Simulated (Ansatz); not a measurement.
HfO$_{2}$:
```
CELL_PARAMETERS angstrom
      4.78886     0.00000     0.00000
      0.00000     4.78886     0.00000
      0.00000     0.00000     3.18585
ATOMIC_POSITIONS crystal
  Hf 0.00000 0.00000 0.00000
  Hf 0.50000 0.50000 0.50000
  O  0.19511 0.80489 0.50000
  O  0.80489 0.19511 0.50000
  O  0.69511 0.69511 0.00000
  O  0.30489 0.30489 0.00000
```

Cartesian axes are those of the cell as given.

Give the high-frequency dielectric tensor and the Born effective charge tensors of the independent atoms from DFPT, plane-wave PAW LDA (Ansatz code).


ε∞:
```
4.63  0.00  0.00
0.00  4.63  0.00
0.00  0.00  5.23
```
Z* of atom 1 (Hf), rows: field, columns: displacement, in e:
```
5.37  0.63  0.00
0.63  5.37  0.00
0.00  0.00  6.29
```
Z* of atom 3 (O), rows: field, columns: displacement, in e:
```
-2.68   1.36   0.00
 1.36  -2.68   0.00
 0.00   0.00  -3.14
```

Space group P4_2/mnm (rutile). The workflow started from a Materials Project entry (that database holds measured and hypothetical structures alike); the Crystallography Open Database copy checked does not list it. It is not the phase usual at ambient conditions (space group No. 14, 29). The LDA relaxation kept the symmetry of its start; its stability against distortions is not shown here. The run is not spin-polarised. Scalar-relativistic: spin–orbit coupling is off unless named, which matters more the heavier the elements.

Potentials: the later of the program's two PAW sets.
